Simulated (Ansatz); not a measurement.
MgO in space group P4_2/mnm (No. 136; Mg on 4g, O on 4f), the program Ansatz at the PBEsol level (PAW), all energies at zero smearing, with the estimated change up to a 700 eV cutoff added, with one set of potentials and settings (totals compare only within such a set). Cell of 8 atoms (4 Mg, 4 O): -9902.373 eV.

| element | reference phase | E (eV/atom) |
|---|---|---|
| Mg | P6_3/mmc, 2 atoms in the cell | -1912.0511 |
| O | C2/m, 4 atoms in the cell, spin-polarised | -558.3554 |

Formation energy per atom, worked out: (-9902.373 − 4×(-1912.0511) − 4×(-558.3554))/8 = -2.593 eV/atom (-250 kJ per mol of atoms), at 0 K, without zero-point energy or fitted corrections.

The start of the workflow was typed in or built on a structure type; neither database checked (COD, Materials Project) lists it. It is not the phase usual at ambient conditions (space group No. 225). The PBEsol relaxation kept the symmetry of its start; phonons on a q-mesh show no instability. The references are the lowest solids computed at this level, not always the standard phases (solids in place of the gases).

Potentials: the later of the program's two PAW sets.
